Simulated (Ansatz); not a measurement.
What is wrong with this input? (Ti$_{5}$Si)

Someone meant to compute Ti$_{5}$Si with PBE, plane waves and PAW in Ansatz and wrote this input.

```yaml
crystal:
  lattice:
    - [2.5228393509, 1.4565619783, 4.4409048145]
    - [-2.5228393509, 1.4565619783, 4.4409048145]
    - [0.0, -2.9131239567, 4.4409048145]
  atoms:
    - { symbol: Ti, position: [0.15143967, 0.15143967, 0.15143967] }
    - { symbol: Ti, position: [0.60535, 0.39465, 0.0] }
    - { symbol: Ti, position: [0.0, 0.60535, 0.39465] }
    - { symbol: Ti, position: [0.84856033, 0.84856033, 0.84856033] }
    - { symbol: Ti, position: [0.39465, 0.0, 0.60535] }
    - { symbol: Si, position: [0.5, 0.5, 0.5] }
basis:
  ecutwfc: 420
kpoints:
  mp_grid: { grid: [1, 1, 1] }
hamiltonian:
  xc: pbe
scf:
  occupations: { method: gaussian, width: 0.1 }
output:
  forces: true
  stress: true
  eigenvalues: true
```

Command:

```bash
ansatz run input.yaml --threads 1 --pin off --max-ram 2560MiB --backend cpu --events-out ev --progress --plain --runs-dir out
```

Output, shortened (HF is the Harris–Foulkes energy, dr2 the density residual in eV):

```text
Pseudopotential: Ti, paw, valence charge 12, recommended cutoff 420 eV (normal)
Pseudopotential: Si, paw, valence charge 4, recommended cutoff 420 eV (normal)
Crystal: 6 atoms, lattice volume = 97.913 Å³
Basis set: ecut = 420 eV, 1911 PW (Γ), exchange–correlation on 72×72×72 points (8 copies of the dense FFT grid, shifted against one another)
Bands: 39, of which v1, the nominal top of the filled ones, is band 32 counted from 1 (31 counted from 0)
Symmetry: 6 space group operations
Space group: R32 (ITA 155), of the structure as read, at distance tolerance 4.6e-5 Å
k-points: 1
Initial density: superposition of atomic densities, corrected by the library's trained network
SCF iter   1: HF=-13132.653617 eV  Δρ=2.36e-2  dr2=6.35e-1
SCF iter   2: HF=-13132.558894 eV  Δρ=1.21e-2  dr2=1.63e-1
SCF iter   3: HF=-13132.528166 eV  Δρ=4.54e-3  dr2=2.48e-2
SCF iter   4: HF=-13132.523523 eV  Δρ=1.01e-3  dr2=1.21e-3
automatic band count: iteration 4 solves 38 bands in place of 39: the levels show a gap, and the empty bands left out lie too high to hold charge; the band table lists the bands solved (type scf.n_extra_bands for more)
SCF iter   5: HF=-13132.523291 eV  Δρ=4.35e-4  dr2=1.58e-4
SCF iter   6: HF=-13132.523269 eV  Δρ=9.26e-5  dr2=8.47e-6
SCF iter   7: HF=-13132.523258 eV  Δρ=2.40e-5  dr2=6.79e-7
SCF iter   8: F=-13132.523257 eV  HF=-13132.523257 eV  Δρ=4.73e-6  dr2=2.17e-8
SCF 1 converged in 8 iterations: F = -13132.523257 eV  dr2 = 2.17e-8
SCF converged after 8 iterations
Free energy (F): -13132.523257 eV
E sigma→0 (E₀):  -13132.463276 eV
Entropy (-TS):   -0.119963 eV (-19.994 meV/atom)
Fermi energy:    13.152064 eV
--- Forces (eV/Å), atoms counted from 1 ---
  atom   1  Ti    -0.00000000     0.00000000    -1.02705083
  atom   2  Ti    -0.11732799     0.00000000     0.00000000
  atom   3  Ti     0.05866400    -0.10160902    -0.00000000
  atom   4  Ti    -0.00000000    -0.00000000     1.02705083
  atom   5  Ti     0.05866400     0.10160902     0.00000000
  atom   6  Si     0.00000000     0.00000000    -0.00000000
--- Stress (GPa, compression-positive) ---
        2.626602      -0.000000       0.000000
        0.000000       2.626602       0.000000
        0.000000       0.000000       1.229963
  P = ⅓ Tr σ = 2.1611 GPa (21.611 kbar)
```

Task: The run finished without an error. What is wrong all the same?

Result: The fault is one k-point for a metal. One point can't sample a Fermi surface. The cure is a converged mesh.

Fix:

```diff
 kpoints:
-  mp_grid: { grid: [1, 1, 1] }
+  mp_grid: { grid: [12, 12, 12] }
```

With the mended input the run converges and gives no gap, a pressure of 0.02 GPa. The faulty run's energy lay 575 meV per atom higher.

The mended run took 74 s on 1 thread of Intel(R) Xeon(R) Platinum 8259CL CPU @ 2.50GHz (Skylake/Cascade Lake) (shared host), peak memory 0.79 GiB.